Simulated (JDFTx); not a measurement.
System: Mo3Si(100) (Pm-3n bulk; lattice of mp-1275, not re-optimised at this level), 1x1 cell of 13 atoms in 7 planes (Mo outermost, slab composition Mo10Si3), area 23.91 Å² a face, 7.3 Å between the outermost planes in a cell 23.3 Å high; k mesh 4×4×1, Fermi width 0.01 Ha, no spin polarisation. Whether this polymorph is the ambient one wasn't checked.

Method: PBE, GBRV ultrasoft potentials, plane waves to 20/100 Ha, in JDFTx (a modified build). Vacuum. The outer atoms relax from bulk positions, keeping the cell's symmetry; the lattice is not PBE's own optimum in this code, and that strain can shift the moves by a few hundredths of an ångström. Input:

```
lattice \
  9.2401938316 0.0000000000 0.0000000000 \
  0.0000000000 9.2401938316 0.0000000000 \
  0.0000000000 0.0000000000 44.0306187038
coords-type Lattice
ion Mo 0.0000000000 0.5000000000 -0.1573937770 1
ion Mo 0.7500000000 0.0000000000 -0.1049291850 0
ion Mo 0.2500000000 0.0000000000 -0.1049291850 0
ion Mo 0.0000000000 0.5000000000 -0.0524645920 0
ion Mo 0.5000000000 0.7500000000 0.0000000000 0
ion Mo 0.5000000000 0.2500000000 0.0000000000 0
ion Mo 0.0000000000 0.5000000000 0.0524645920 0
ion Mo 0.7500000000 0.0000000000 0.1049291850 0
ion Mo 0.2500000000 0.0000000000 0.1049291850 0
ion Mo 0.0000000000 0.5000000000 0.1573937770 1
ion Si 0.5000000000 0.5000000000 -0.1049291850 0
ion Si 0.0000000000 0.0000000000 0.0000000000 0
ion Si 0.5000000000 0.5000000000 0.1049291850 0
ion-species pseudo/mo_pbe_v1.upf
ion-species pseudo/si_pbe_v1.upf
elec-cutoff 20 100
elec-ex-corr gga-PBE
coulomb-interaction Slab 001
coulomb-truncation-embed 0 0 0
kpoint-folding 4 4 1
elec-smearing Fermi 0.01
lcao-params 10
elec-n-bands 97
electronic-scf nIterations 100 energyDiffThreshold 1e-07
ionic-minimize nIterations 10 energyDiffThreshold 1e-5 knormThreshold 4e-4
dump-name vac.$VAR
dump End State Ecomponents EigStats BandEigs Forces ElecDensity IonicPositions Fillings Kpoints Dtot
```

**Question.** How far do the free atoms of the upper face move along the normal, and how much energy is released?

**Answer.** Mo (atom 10) -0.14 Å (positive: outward). The free energy falls by 0.287 eV per cell, 96 mJ/m².
